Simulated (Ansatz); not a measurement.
Relaxed-ion elastic tensor of InCo3SnS2 in space group R-3m (No. 166; In on 3b, Co on 9e, Sn on 3a, S on 6c) in GPa (Voigt order), plane-wave PAW PBEsol (Ansatz code); density 7.49 g/cm³, 15.03 Å³ per atom.

```tsv
	1	2	3	4	5	6
1	236	77.5	64.0	-12.2	0.0	0.0
2	77.5	236	64.0	12.2	0.0	0.0
3	64.0	64.0	195	0.0	0.0	0.0
4	-12.2	12.2	0.0	63.7	0.0	0.0
5	0.0	0.0	0.0	0.0	63.7	-12.2
6	0.0	0.0	0.0	0.0	-12.2	79.4
```

Q: Is the crystal mechanically stable?

A: Yes: the smallest eigenvalue of C is 57.0 GPa.

Q: Work out the Voigt, Reuss and Hill averages.

A: K_V = 120, K_R = 118, K_H = 119; G_V = 72.1, G_R = 69.6, G_H = 70.9 GPa.

Q: Give Young's modulus, Poisson's ratio, Pugh's ratio and the universal anisotropy index.

A: E = 9KG/(3K + G) = 177 GPa; ν = 0.25; K/G = 1.68 (near the Pugh limit of 1.75, no verdict); A_U = 5G_V/G_R + K_V/K_R − 6 = 0.20.

Q: Estimate the sound speeds and the Debye temperature.

A: v_l = √((K + 4G/3)/ρ) = 5340 m/s, v_t = √(G/ρ) = 3080 m/s, mean 3420 m/s; Θ = (h/k)(3n/4πV)^(1/3) v_m = 412 K.

Q: Solve the Christoffel equation for the three sound speeds along x, y, z.

A: Eigenvalues of C_ijkl n_j n_l equal ρv². In km/s, slowest first: x 2.76, 3.39, 5.62; y 2.90, 3.26, 5.63; z 2.92, 2.92, 5.10.

Q: How much does each axis shrink under pressure?

A: Linear compressibilities β_i = Σ_j S_ij (j = 1 to 3): x 2.5, y 2.5, z 3.5 per TPa.

The workflow started from a Materials Project entry (that database holds measured and hypothetical structures alike); the Crystallography Open Database copy checked does not list it. Whether it is the stable phase at ambient conditions was not checked. The cell was relaxed with PBEsol under the symmetry of its start; whether a distortion lowers the energy is not shown. No spin polarisation was allowed. Spin–orbit coupling is left out wherever it is not named.

Potentials: the later of the program's two PAW sets.
